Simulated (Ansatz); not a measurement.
One crystal and one scan (scan of one atom of the cell) at two levels, PBEsol (plane waves to 420 eV, PAW, scalar-relativistic; Ansatz, an electronic-structure program) and PBE (plane waves to 420 eV, PAW, scalar-relativistic; Ansatz), each from its own relaxed cell and on its own mesh. The cell shown is that of PBEsol.

CdSe (zinc blende)

```xyz
2
Lattice="0.0000 3.0409 3.0409 3.0409 0.0000 3.0409 3.0409 3.0409 0.0000" Properties=species:S:1:pos:R:3 pbc="T T T"
Se     4.5614     4.5614     4.5614
Cd     0.0000     0.0000     0.0000
```

In this cell atom 2 (Cd, nearest neighbour Se at 2.634 Å; its periodic images, 4.3 Å or more away, move with it) is moved by s along Cartesian x, unit vector (1.000, 0.000, 0.000); all other atoms and the cell stay fixed.

The energy includes the smearing's −TS. CdSe was relaxed with its symmetry unable to fall. Percentages come from the unrounded values.

Results of PBEsol:

* **Lattice constant a (Å)**: 6.082
* **Force constant k = d²E/ds² at s = 0 (finite differences) (eV/Å²)**: 4.74
* **Zone-centre optical wavenumber from k (transverse: no LO-TO term) (cm⁻¹)**: 167
* **Shape of the curve**: a single well with its minimum at or next to zero displacement

Task: What does PBE give for the same quantities?

Result: 
```tsv
quantity	PBE	PBEsol − PBE
Lattice constant a (Å)	6.196	-0.114 (-1.8 %)
Force constant k = d²E/ds² at s = 0 (finite differences) (eV/Å²)	4.07	+0.67 (+17 %)
Zone-centre optical wavenumber from k (transverse: no LO-TO term) (cm⁻¹)	154	+13 (+8 %)
```

PBEsol gives the higher value for: force constant k = d²E/ds² at s = 0; zone-centre optical wavenumber from k. PBEsol gives the lower value for: lattice constant a. Both give the same shape of the curve: a single well with its minimum at or next to zero displacement. Neither level is exact: the differences show how much the result hangs on the functional.

(For displaced atoms, the force is minus the slope of the energy, and its curvature is a force constant, which sets phonon frequencies.)
